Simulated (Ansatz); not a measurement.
# HfOs: strain and displacement

```
CELL_PARAMETERS angstrom
3.23900 0.00000 0.00000
0.00000 3.23900 0.00000
0.00000 0.00000 3.23900
ATOMIC_POSITIONS crystal
Hf 0.00000 0.00000 0.00000
Os 0.50000 0.50000 0.50000
```

Atoms are numbered in the order listed.

The cell comes from COD entry 1523505, which wasn't checked; take it as a given geometry.

No spin–orbit coupling, which matters for the heavy atoms here.

Theory: DFT, PBEsol, all-electron PAW with datasets made for the crystal, scalar-relativistic (Ansatz 0.2.0).

Sampling and basis: a Γ-centred 10×10×10 k mesh, Fermi–Dirac smearing of 0.05 eV, cutoff 460 eV (chosen by the program for this cell), no spin polarisation.

The unchanged cell is at -3.53 GPa.

In a metal, stresses and small energies carry noise from the k mesh.

x, y and z are the Cartesian axes of the cell as listed; fractional coordinates follow a strain, and an engineering shear is twice the off-diagonal strain component.

Question: With this change (equal xy, yz and zx engineering shear strains of -2 %), what becomes of the energy and stress?

Answer: Energy change +7 meV/atom; stress change (xx, yy, zz, yz, xz, xy) 0.26, 0.26, 0.26, 2.39, 2.39, 2.39 GPa, compression positive.

With equal xy, yz and zx engineering shear strains of -1 %: energy change +2 meV/atom; stress change (xx, yy, zz, yz, xz, xy) 0.06, 0.06, 0.06, 1.15, 1.15, 1.15 GPa, compression positive.

Question: With this change (equal xy, yz and zx engineering shear strains of +1 %), what becomes of the energy and stress?

Answer: Energy change +2 meV/atom; stress change (xx, yy, zz, yz, xz, xy) 0.06, 0.06, 0.06, -1.08, -1.08, -1.08 GPa, compression positive.

Question: With this change (equal xy, yz and zx engineering shear strains of +2 %), what becomes of the energy and stress?

Answer: Energy change +7 meV/atom; stress change (xx, yy, zz, yz, xz, xy) 0.24, 0.24, 0.24, -2.09, -2.09, -2.09 GPa, compression positive.
